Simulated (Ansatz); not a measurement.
Given:

YGe:
```cif
data_Ge3Y3
_chemical_formula_sum 'Y3 Ge3'
_space_group_name_H-M_alt 'P 1'
_space_group_IT_number 1
_cell_length_a 7.03905
_cell_length_b 7.03905
_cell_length_c 4.11653
_cell_angle_alpha 90.000
_cell_angle_beta 90.000
_cell_angle_gamma 120.000
loop_
_space_group_symop_operation_xyz
  'x, y, z'
loop_
_atom_site_label
_atom_site_type_symbol
_atom_site_fract_x
_atom_site_fract_y
_atom_site_fract_z
_atom_site_occupancy
Y1 Y 0.50000 0.00000 0.00000 1
Y2 Y 0.50000 0.50000 0.00000 1
Y3 Y 0.00000 0.50000 0.00000 1
Ge1 Ge 0.00000 0.00000 0.00000 1
Ge2 Ge 0.33333 0.66667 0.50000 1
Ge3 Ge 0.66667 0.33333 0.50000 1
```

This is the PBE-relaxed structure.

**Question.** All from PBE in the plane-wave PAW code Ansatz, unless another level is named. Give the electronic character.

**Answer.** metallic (no gap).

**Question.** What about the density of states at the Fermi level?

**Answer.** 0.68 states/eV per atom (mean over ±0.08 eV).

**Question.** And the formation energy from the elements (no fitted shifts)?

**Answer.** -0.30 eV/atom.

Space group P6/mmm. A made-up cell: these elements were put on the sites of a structure type; neither database checked (COD, Materials Project) lists it. Whether it is the stable phase at ambient conditions was not checked. The cell was relaxed with PBE under the symmetry of its start; whether a distortion lowers the energy is not shown. No spin polarisation was allowed. The references are the lowest solids computed at this level, not always the standard phases. Spin–orbit coupling is left out wherever it is not named.

Potentials: the later of the program's two PAW sets.
